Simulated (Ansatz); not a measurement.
ZrTi:
Space group P-6m2 (No. 187); a = 3.059 Å, b = 3.059 Å, c = 4.856 Å, α = 90.00°, β = 90.00°, γ = 120.00°

```
atom  site  symmetry       x       y       z
----  ----  --------  ------  ------  ------
Zr      1a      -6m2  0.0000  0.0000  0.0000
Ti      1d      -6m2  0.3333  0.6667  0.5000
```

Relaxed at zero pressure with PBEsol in the plane-wave PAW code Ansatz.

Question: The volume is raised by 9 % and shape and atoms relax at that volume. What pressure results, and how do the axes share the change?

Answer: -7.7 GPa; a 3.2 %, b 3.2 %, c 2.3 %; the energy rises by 46 meV/atom.

Question: Give the new structure.

Answer: 
Space group P-6m2 (No. 187); a = b = 3.157 Å, c = 4.970 Å, α = β = 90.00°, γ = 120.00°

| atom | site | symmetry | x | y | z |
|---|---|---|---|---|---|
| Zr | 1a | -6m2 | 0.0000 | 0.0000 | 0.0000 |
| Ti | 1d | -6m2 | 0.3333 | 0.6667 | 0.5000 |

The phase is kept; no other phase was compared at this pressure.

The first step of the workflow began from a Materials Project structure, measured or hypothetical; the Crystallography Open Database copy checked does not list it. With Zr and Ti taken as one species the cell has the higher symmetry P6_3/mmc, so it may be an ordered model of a mixed-site phase. Its standing as an ambient phase is unchecked. Symmetry was held in the PBEsol relaxation; its stability against distortions is not shown here. No spin polarisation was allowed. Axis ratios of metals converge slowly with the k-mesh, so a and c are less sure than the volume.

Potentials: the later of the program's two PAW sets.
